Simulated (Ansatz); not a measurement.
NbCl₅:
```
NbCl5
1.0
    8.87063     8.63267     0.00000
   -8.87063     8.63267     0.00000
   -0.03836     0.00000     5.57607
Nb Cl
6 30
Direct
  0.55501   0.22131   0.49189
  0.44499   0.77869   0.50811
  0.22131   0.55501   0.50811
  0.77869   0.44499   0.49189
  0.88819   0.88819   0.00000
  0.11181   0.11181   0.00000
  0.46433   0.33974   0.24996
  0.53567   0.66026   0.75004
  0.33974   0.46433   0.75004
  0.66026   0.53567   0.24996
  0.41576   0.19646   0.74617
  0.58424   0.80354   0.25383
  0.19646   0.41576   0.25383
  0.80354   0.58424   0.74617
  0.13691   0.25133   0.74428
  0.86309   0.74867   0.25572
  0.25133   0.13691   0.25572
  0.74867   0.86309   0.74428
  0.99321   0.20240   0.23703
  0.00679   0.79760   0.76297
  0.20240   0.99321   0.76297
  0.79760   0.00679   0.23703
  0.94685   0.05315   0.76435
  0.05315   0.94685   0.23565
  0.71989   0.28011   0.25858
  0.28011   0.71989   0.74142
  0.91802   0.46995   0.23796
  0.08198   0.53005   0.76204
  0.46995   0.91802   0.76204
  0.53005   0.08198   0.23796
  0.86925   0.32623   0.73314
  0.13075   0.67377   0.26686
  0.32623   0.86925   0.26686
  0.67377   0.13075   0.73314
  0.61365   0.38635   0.72471
  0.38635   0.61365   0.27529
```

Relaxed with LDA. Special points in fractions of this cell's reciprocal vectors: Γ (0.000, 0.000, 0.000); C (0.487, 0.487, 0.000); C2 (-0.487, 0.513, 0.000); Y2 (-0.500, 0.500, 0.000); M2 (-0.500, 0.500, 0.500); D (-0.482, 0.518, 0.500); D2 (0.482, 0.482, 0.500); A (0.000, 0.000, 0.500); L2 (0.000, 0.500, 0.500); V2 (0.000, 0.500, 0.000).

Task: List the band energies nearest the valence-band maximum at these points for DFT-LDA in the program Ansatz with PAW potentials.

Result: In eV from the valence-band maximum; about four levels below and three above (degenerate sets whole), none deeper than 8.9 eV; points with the same levels are listed once.

| k | below | above |
|---|---|---|
| Γ | -0.17 -0.13 -0.07 0.00 | 2.16 2.16 2.22 |
| C | -0.17 -0.16 -0.13 -0.08 -0.06 | 2.10 2.16 2.23 |
| M2 | -0.32 -0.30 -0.27 -0.24 | 2.22 2.25 2.28 |
| A | -0.32 -0.26 -0.24 -0.17 | 2.20 2.24 2.31 2.31 |
| L2 | -0.29 -0.29 -0.27 -0.22 | 2.23 2.23 2.26 |
| V2 | -0.17 -0.13 -0.06 -0.05 | 2.15 2.17 2.19 |

Space group C2/m. The workflow started from a Materials Project entry (that database holds measured and hypothetical structures alike); the Crystallography Open Database files this formula in space group No. 12, but the cells were not matched. Its standing as an ambient phase is unchecked. The LDA relaxation kept the symmetry of its start; its stability against distortions is not shown here. No spin polarisation was allowed. A crystal of weakly bound molecules computed without a dispersion correction: the cell and the soft elastic constants depend strongly on that. Scalar-relativistic: spin–orbit coupling is off unless named, which matters more the heavier the elements.

Potentials: the later of the program's two PAW sets.
